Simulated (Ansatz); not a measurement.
MgS (Fm-3m), clamped-ion strain scan

Method: Ansatz, DFT PBEsol, scalar-relativistic, plane waves, PAW. Cutoff 420 eV, Γ-centred 8×8×8 k-points, Gaussian smearing of 0.05 eV. No spin polarisation. Energies are free energies at this smearing, counted from the undisturbed cell; pressure is positive in compression.

The starting cell (as given, not relaxed at this level; it stands at -0.9 GPa):

```
CELL_PARAMETERS angstrom
0.00000 2.60165 2.60165
2.60165 0.00000 2.60165
2.60165 2.60165 0.00000
ATOMIC_POSITIONS crystal
Mg 0.00000 0.00000 0.00000
S 0.50000 0.50000 0.50000
```

The cell is strained by ε times the Voigt pattern (1, -1, 0, 0, 0, 0) (xx, yy, zz, yz, xz, xy; engineering shear) with fractional coordinates fixed.

| ε | ΔE (meV/atom) | stress summed along the pattern (GPa, tension positive) | pressure (GPa) | gap on the mesh (eV) |
| --- | --- | --- | --- | --- |
| -0.1500 | 344.0 | -47.78 | 13.2 | 2.54 |
| -0.0750 | ? | -17.58 | 2.3 | ? |
| 0.0000 | 0.0 | 0.00 | -0.9 | 2.70 |
| 0.0187 | 4.0 | 3.93 | -0.7 | 2.54 |
| 0.0375 | ? | ? | -0.2 | 2.42 |
| 0.0562 | 37.5 | 12.53 | 0.8 | 2.34 |
| 0.0937 | 112.6 | 23.36 | 4.2 | 2.33 |
| 0.1125 | 170.9 | 30.17 | 6.6 | 2.40 |
| 0.1312 | 246.4 | 38.18 | 9.5 | 2.48 |

By symmetry 0.1500 repeats -0.1500, -0.1125 repeats 0.1125, 0.0750 repeats -0.0750, -0.0375 repeats 0.0375 in energy, with the opposite slope along the path.

(1) Give the withheld values.

Results:

(1) ΔE (meV/atom) at ε = -0.0750: 69.2; gap on the mesh (eV) at ε = -0.0750: 2.31; ΔE (meV/atom) at ε = 0.0375: 16.3; stress summed along the pattern (GPa, tension positive) at ε = 0.0375: 8.06.